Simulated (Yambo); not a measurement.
Yambo run on K₂PdCl₄ (space group P4/mmm, No. 123). The wavefunctions are PBEsol (pw.x of Quantum ESPRESSO, ONCV potentials, no spin-orbit coupling) ones on a 2×2×4 mesh (32 occupied bands); a = 7.0576 Å, b = 7.0576 Å, c = 4.0964 Å, α = 90.00°, β = 90.00°, γ = 90.00°.

Yambo input:

```
rim_cut
gw0
dyson
el_el_corr
HF_and_locXC
ppa
em1d
RandQpts= 1000000
RandGvec= 1 Ry
EXXRLvcs= 82 Ry
VXCRLvcs= 328 Ry
Chimod= "HARTREE"
% BndsRnXp
 5 | 217 |
%
NGsBlkXp= 6 Ry
% LongDrXp
 1.0 | 1.0 | 1.0 |
%
PPAPntXp= 27.2114 eV
% GbndRnge
 1 | 87 |
%
GTermKind= "none"
DysSolver= "n"
ExtendOut
% QPkrange
 7 | 7 | 32 | 33 |
 9 | 9 | 32 | 32 |
%
```

k points by index: 7 = M, 9 = A.

Resulting energies as the program prints them:

```
#    K-point    Band    Eo [eV]    E [eV]    E-Eo [eV]    Vxc [eV]    Vnlxc [eV]    Sc|Eo [eV]    Sc|E [eV]    dSc/dw|Eo [eV]    Re(Z)    Im(Z)
#
    7    32    -0.062123    -0.682767    -0.620644    -19.87677    -25.18932    4.539260    4.691908    -6.690990    0.802637    -0.001435
    7    33    1.397740    3.323965    1.926225    -18.35573    -14.46070    -1.543185    -1.968806    -6.012409    0.819031    -0.001274
    9    32    0.000000    -0.462730    -0.462730    -21.34069    -26.54475    4.627529    4.741327    -6.689843    0.802664    -0.001410
```
(The two width columns are left out.) Convergence of these settings isn't established.

Geometry of the Materials Project entry, not relaxed at this level.
